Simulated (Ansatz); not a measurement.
Data:

TaC:
```
CELL_PARAMETERS angstrom
      2.76842     0.00000     0.00000
      0.00000     2.76842     0.00000
      0.00000     0.00000     2.76842
ATOMIC_POSITIONS crystal
  Ta 0.00000 0.00000 0.00000
  C  0.50000 0.50000 0.50000
```

This is the PBEsol-relaxed structure.

### Question
All from the program Ansatz at the PBEsol level (PAW), unless another level is named. Give the bulk modulus (Birch–Murnaghan fit).

### Answer
3120 kbar.

### Question
What about the elastic constants (relaxed ions, GPa)?

### Answer
C11 = 610, C12 = 164, C44 = -5.4.

### Question
What about the highest zone-centre frequency?

### Answer
299 cm⁻¹.

Space group Pm-3m (CsCl type). A made-up cell: these elements were put on the sites of a structure type; neither database checked (COD, Materials Project) lists it. It is not the phase usual at ambient conditions (space group No. 225). The PBEsol relaxation kept the symmetry of its start. At this level the phase is mechanically unstable. The run is not spin-polarised. As this level gives no gap, shear constants depend on the k-mesh and smearing (Fermi–Dirac, 0.1 eV here). As this level gives no gap, phonon frequencies hold no LO–TO term and depend on the k-mesh and smearing (Fermi–Dirac, 0.1 eV here). Spin–orbit coupling is left out wherever it is not named.

Potentials: the later of the program's two PAW sets.
